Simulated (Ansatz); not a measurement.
B$_{2}$O:
```
B2O
1.0
    2.56363     0.00000     0.00000
   -1.28181     2.22017     0.00000
    0.00000     0.00000    11.53493
B O
4 2
Direct
  0.00000   0.00000   0.42428
  0.00000   0.00000   0.57572
  0.66667   0.33333   0.02313
  0.33333   0.66667   0.97687
  0.66667   0.33333   0.37617
  0.33333   0.66667   0.62383
```

Relaxed with PBE. Special points in fractions of this cell's reciprocal vectors: Γ (0.000, 0.000, 0.000); M (0.500, 0.000, 0.000); K (0.333, 0.333, 0.000); A (0.000, 0.000, 0.500); L (0.500, 0.000, 0.500); H (0.333, 0.333, 0.500).

Q: List the band energies nearest the Fermi level at these points for PBE (plane waves, PAW; program Ansatz).

A: In eV from the Fermi level; about four levels below and three above (degenerate sets whole), none deeper than 8.9 eV; points with the same levels are listed once.

```json
[
 {"k": "Γ", "below": "-5.32 -5.32 -4.45 -1.70", "above": "3.11 3.60 3.60"},
 {"k": "M", "below": "-6.04 -6.03 -2.91 -0.08", "above": "0.96 2.70 3.22"},
 {"k": "K", "below": "-5.36 -5.36 -5.30 -3.52", "above": "2.92 2.92 4.98 4.98"},
 {"k": "A", "below": "-5.32 -5.32 -4.48 -1.64", "above": "2.92 3.60 3.60"},
 {"k": "L", "below": "-6.04 -6.03 -2.90 -0.08", "above": "0.95 2.74 3.18"},
 {"k": "H", "below": "-5.36 -5.36 -5.30 -3.52", "above": "2.93 2.93 4.97 4.97"}
]
```

Space group P-3m1. The workflow started from an entry of the Crystallography Open Database (COD). Its standing as an ambient phase is unchecked. Symmetry was held in the PBE relaxation; whether a distortion lowers the energy is not shown. The volume moved by 30 % from the start of the relaxation. A crystal of weakly bound layers computed without a dispersion correction: the cell and the soft elastic constants depend strongly on that.

Potentials: the later of the program's two PAW sets.
